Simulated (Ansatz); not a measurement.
Density of states of a Cu$_{5}$Ru$_{7}$Au$_{8}$ cell (elements on a fcc lattice, relaxed), per eV and atom, broadened by Gaussian smearing of width 0.1 eV and averaged over bins of 0.4 eV, from 8 eV under the Fermi level at most up to where the solved bands end.

The calculation used DFT PBE, scalar-relativistic, plane waves, PAW in Ansatz.

Cutoff 420 eV; k points 6×6×6 on the computed 20-atom cell (Γ-centred); Gaussian smearing, width 0.10 eV; no spin polarisation.

```
Cu Ru Au
1.0
    -5.86995    3.91894    1.95913
     5.88376    3.95838   -1.99812
    -1.95602   -3.91438   -5.88507
Cu Ru Au
5 7 8
Direct
  0.59691 0.19231 0.80390
  0.39709 0.80148 0.19639
  0.83684 0.94509 0.28774
  0.50610 0.50706 0.01019
  0.94778 0.65817 0.11215
  0.14479 0.04718 0.67779
  0.18738 0.36442 0.59827
  0.24560 0.77061 0.48842
  0.70880 0.91020 0.58177
  0.30237 0.09177 0.41670
  0.73625 0.21855 0.50000
  0.81758 0.64126 0.41379
  0.05288 0.35646 0.91136
  0.09782 0.68743 0.78792
  0.54219 0.83567 0.88217
  0.65083 0.52835 0.70906
  0.36418 0.47122 0.32058
  0.00027 0.99547 0.00840
  0.45109 0.15824 0.10130
  0.90089 0.31602 0.21738
```

```
E − E_F (eV) total Au 5d Ru 4d Cu 3d Au 6s
       -7.85  0.086  0.005  0.002  0.000  0.052
       -7.45  0.150  0.016  0.006  0.001  0.079
       -7.05  0.223  0.063  0.015  0.003  0.094
       -6.65  0.552  0.293  0.045  0.010  0.114
       -6.25  1.117  0.733  0.113  0.029  0.102
       -5.85  1.410  1.013  0.164  0.044  0.055
       -5.45  1.436  1.014  0.220  0.057  0.045
       -5.05  1.418  0.958  0.256  0.083  0.044
       -4.65  1.308  0.835  0.268  0.099  0.035
       -4.25  1.471  0.840  0.353  0.160  0.037
       -3.85  1.696  0.917  0.409  0.249  0.033
       -3.45  1.697  0.808  0.395  0.376  0.032
       -3.05  1.508  0.489  0.384  0.523  0.033
       -2.65  2.173  0.385  0.496  1.179  0.031
       -2.25  2.362  0.374  0.504  1.378  0.030
       -1.85  1.772  0.292  0.428  0.950  0.031
       -1.45  1.253  0.205  0.469  0.478  0.031
       -1.05  0.972  0.148  0.500  0.217  0.026
       -0.65  1.021  0.140  0.611  0.150  0.029
       -0.25  0.918  0.095  0.629  0.089  0.024
        0.15  0.985  0.085  0.736  0.057  0.027
```

The columns after the total are the largest Löwdin projections on the valence shells of the potentials, so they needn't add up, and the weight of a shell that a potential lacks goes to other orbitals. The cell has no gap on the mesh.

Spin-orbit coupling is left out, which matters for the bands of heavy elements.

Cost: 2 runs of about 13 core-minutes in all (earlier runs that led there not counted), on AMD EPYC 9R45 (Zen 5) (shared hosts).